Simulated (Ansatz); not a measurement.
Zr3W4Se: rattling a relaxed structure

The cell was found from a proposed guess, not taken from experiment.

These are results of Ansatz, DFT PBE, scalar-relativistic, plane waves, PAW, not measurements. Cutoff 420 eV; k points 10×10×2 on the computed 8-atom cell (Γ-centred); Gaussian smearing, width 0.10 eV; no spin polarisation.

The cell below (8 atoms, space group P4mm (No. 99)) is relaxed within its symmetry.

```
CELL_PARAMETERS angstrom
3.23074 0.00000 0.00000
0.00000 3.23074 0.00000
0.00000 0.00000 14.34948
ATOMIC_POSITIONS crystal
Zr 0.50000 0.50000 0.86053
Zr 0.00000 0.00000 0.28282
Zr 0.50000 0.50000 0.12441
W 0.50000 0.50000 0.40979
W 0.00000 0.00000 0.51338
W 0.50000 0.50000 0.62902
W 0.00000 0.00000 0.73189
Se 0.00000 0.00000 0.00316
```

For the test it was strained at random (σ = 1.5 % a component), the atoms were moved at random (σ = 0.15 Å), and all was relaxed again on a coarse 6×6×2 mesh (in the run’s order of axes) with 0.20 eV smearing, with no symmetry imposed.

Spin–orbit coupling, which can matter for W, is left out.

Task: Does it come back?

Result: It doesn't return. The energy falls by 31 meV/atom on that mesh, the volume changes by 0.8 %, and the end has space group Amm2 (No. 38) at a loose tolerance. Relaxed again on a 10×10×10 mesh with 0.10 eV smearing, the new structure lies 35 meV/atom below the first (mesh in the axes of the run's cell; the cell below is made exact in the group named). Space group Amm2 (No. 38), orthorhombic, a = 3.257 Å, b = 3.264 Å, c = 28.389 Å. Around Zr on its first site lie 2 Se at 2.80 Å, 4 W at 2.93 Å, 4 Zr at 3.26 Å and 1 W at 3.28 Å; Zr on its second site has 4 W at 2.92 Å, 8 Zr at 3.20–3.26 Å, 1 W at 3.27 Å and 1 Se at 3.72 Å; W on its first site has 4 W at 2.74 Å, 4 Zr at 2.92 Å and 5 W at 3.13–3.26 Å; around Se lie 6 Zr at 2.75–2.80 Å, 4 Se at 3.26 Å and 1 Zr at 3.72 Å; 4 more sites not described.

Space group Amm2 (No. 38). a = 3.257 Å, b = 3.264 Å, c = 28.389 Å, α = 90.00°, β = 90.00°, γ = 90.00°
| atom | site | symmetry | x | y | z |
| --- | --- | --- | --- | --- | --- |
| Zr | 2a | mm2 | 0.0000 | 0.0000 | 0.2930 |
| Zr | 2b | mm2 | 0.5000 | 0.0000 | 0.0818 |
| Zr | 2a | mm2 | 0.0000 | 0.5000 | 0.1598 |
| W | 2a | mm2 | 0.0000 | 0.5000 | 0.0188 |
| W | 2b | mm2 | 0.5000 | 0.5000 | 0.4665 |
| W | 2a | mm2 | 0.0000 | 0.0000 | 0.4086 |
| W | 2b | mm2 | 0.5000 | 0.5000 | 0.3564 |
| Se | 2b | mm2 | 0.5000 | 0.0000 | 0.2128 |
